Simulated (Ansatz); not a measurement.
## Relaxing a structure of SnO

The start is a relaxed SnO cell displaced along its unstable phonon at q = (½, 0, 0) of its primitive reciprocal cell (50i cm⁻¹), largest move 0.15 Å. The cell and all atomic positions are relaxed at zero pressure with r2SCAN (plane waves to 500 eV, PAW, scalar-relativistic; Ansatz, a quantum-chemistry and plane-wave program). The first steps use a coarse 4×7×4 k-mesh.

Input geometry:
```
SnO
1.0
    6.39535     0.00000     0.00000
    0.00000     3.19767     0.00000
    0.00000     0.00000     6.24875
Sn O
4 4
Cartesian
  0.00000   1.59884   0.00000
  3.19767   1.59884   0.00000
  1.59884   0.15000   3.12438
  4.79651  -0.15000   3.12438
  0.00000   0.00000   1.56219
  3.19767   0.00000   1.56219
  0.00000   0.00000   4.68656
  3.19767   0.00000   4.68656
```

- Largest initial force: about 0.1 eV/Å, on Sn3, Sn4 (atoms numbered as listed)
- Energy released: 0.05 eV/atom
- Volume change: -2.4 %, from 15.97 to 15.59 Å³/atom
- Relative to the parent: It does not go back: it reaches Pmma (No. 51), 0.05 eV/atom below the parent
- Shortest distances (start → end): The closest pairs of elements (up to four, under 3.6 Å), start → end: O–Sn 2.24 → 2.22 Å; O–O 3.12 → 2.92 Å; Sn–Sn 3.20 → 3.01 Å
- Optimiser moves: 15

It ends as:

```cif
data_O4Sn4
_chemical_formula_sum 'Sn4 O4'
_space_group_name_H-M_alt 'Pmma'
_space_group_IT_number 51
_space_group_name_Hall '-P 2a 2a'
_cell_length_a 6.01505
_cell_length_b 5.89250
_cell_length_c 3.51948
_cell_angle_alpha 90.000
_cell_angle_beta 90.000
_cell_angle_gamma 90.000
loop_
_atom_site_label
_atom_site_type_symbol
_atom_site_symmetry_multiplicity
_atom_site_Wyckoff_symbol
_atom_site_fract_x
_atom_site_fract_y
_atom_site_fract_z
_atom_site_occupancy
Sn1 Sn 2 c 0.00000 0.00000 0.50000 1
Sn2 Sn 2 f 0.75000 0.50000 0.20923 1
O1 O 4 g 0.00000 0.25197 0.00000 1
```

Final values are on a 8×8×13 k-mesh of the relaxed cell. No spin polarisation in the result.

The run could not lose the symmetry of its start: the end is stationary, and may be a saddle point rather than a minimum.

The relaxed structure here is a generated cell of SnO: the first start was made by placing the elements on the sites of a structure type, and the end was not matched to a known phase here, so it may be hypothetical. Known forms of SnO include space group No. 129.
